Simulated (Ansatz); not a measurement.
Given:

GaN:
```cif
data_Ga4N4
_chemical_formula_sum 'Ga4 N4'
_space_group_name_H-M_alt 'P42/mnm'
_space_group_IT_number 136
_space_group_name_Hall '-P 4n 2n'
_cell_length_a 5.47020
_cell_length_b 5.47020
_cell_length_c 3.18311
_cell_angle_alpha 90.000
_cell_angle_beta 90.000
_cell_angle_gamma 90.000
loop_
_atom_site_label
_atom_site_type_symbol
_atom_site_symmetry_multiplicity
_atom_site_Wyckoff_symbol
_atom_site_fract_x
_atom_site_fract_y
_atom_site_fract_z
_atom_site_occupancy
Ga1 Ga 4 g 0.17939 0.17939 0.50000 1
N1 N 4 f 0.31751 0.31751 0.00000 1
```

This is the PBEsol-relaxed structure.

### Question
All from plane-wave PAW PBEsol (Ansatz code), unless another level is named. Give the gap with spin–orbit coupling.

### Answer
1.87 eV.

### Question
And the hole effective mass with spin–orbit coupling?

### Answer
0.36, 0.47, 1.9 mₑ (principal values).

### Question
Give the HSE06 gap on the PBEsol cell.

### Answer
3.18 eV.

### Question
What about the conduction-band minimum?

### Answer
at Γ.

### Question
What about the valence-band maximum?

### Answer
on the M–Γ line, 89 % of the way from M.

Space group P4_2/mnm. The start of the workflow was typed in or built on a structure type; neither database checked (COD, Materials Project) lists it. It is not the phase usual at ambient conditions (space group No. 186, 216). Symmetry was held in the PBEsol relaxation; phonons on a q-mesh show no instability. Spin–orbit coupling is left out wherever it is not named.

Potentials: the later of the program's two PAW sets.
